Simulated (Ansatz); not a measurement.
## A family in space group P6_3/mmc

The calculation used Ansatz 0.2.0, DFT, LDA, all-electron LAPW, scalar-relativistic.

All cells have space group P6_3/mmc and are held fixed (conventional cell and sites). Prototypes and MP cells are computed structures that needn't be known or stable phases of these compounds. Gaps are the smallest over the k mesh and a high-symmetry path; Bader charges come from PAW runs of the same cells. Semilocal functionals give too small gaps and can close them; gaps under 0.4 eV may also close off the mesh.

Spin–orbit coupling is left out, though it moves levels of the heavy atoms by tenths of an eV or more.

Tl: a = 3.46 Å, b = 3.46 Å, c = 5.53 Å, α = 90.00°, β = 90.00°, γ = 120.00°; Tl 2c (0.333 0.667 0.250); 11×11×6 mesh, smearing 0.05 eV, COD 9008519, measured
Zr: a = 3.23 Å, b = 3.23 Å, c = 5.15 Å, α = 90.00°, β = 90.00°, γ = 120.00°; Zr 2c (0.333 0.667 0.250); 13×13×7 mesh, smearing 0.03 eV, COD 9008523, reported
Na: a = 3.77 Å, b = 3.77 Å, c = 6.15 Å, α = 90.00°, β = 90.00°, γ = 120.00°; Na 2c (0.333 0.667 0.250); 11×11×6 mesh, smearing 0.05 eV, COD 9011000, measured

```tsv
compound	P (GPa)	gap (eV)
Tl	-1.8	none
Zr	-6.1	none
```

Task: Predict the row of Na (no spin polarisation).

Result: P (GPa): -0.9, gap (eV): none.
